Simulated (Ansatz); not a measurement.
MgF$_{2}$ (rutile, P4_2/mnm), PBEsol in the plane-wave PAW code Ansatz. The conduction-band minimum lies at Γ, with 1 equivalent valley. Second derivatives d²E/dk² of the lowest band at one valley (eV·Å²), along Cartesian directions:

```csv
direction,d²E/dk²
[100],14.32
[010],14.32
[001],15.00
[110],14.33
[101],14.66
[011],14.66
```

Find the principal effective masses, the density-of-states mass and the conductivity mass.

Off-diagonal terms follow from H_xy = H[110] − (H_xx + H_yy)/2, and m*/mₑ = 7.620 eV·Å² over each eigenvalue: 0.51, 0.53, 0.53. One valley's DOS mass (m₁m₂m₃)^(1/3) = 0.52, conductivity mass 3/(Σ 1/mᵢ) = 0.52 mₑ.

What effective density of states Nc follows at 300 K for parabolic valleys?

Nc = 2.509e19 × 1 × (0.52)^(3/2) ≈ 9.4e18 cm⁻³.

The cell was relaxed with PBEsol under the symmetry of its start.

Potentials: the later of the program's two PAW sets.

Edges and masses are those of Kohn–Sham bands, whose gap is no quasiparticle gap.
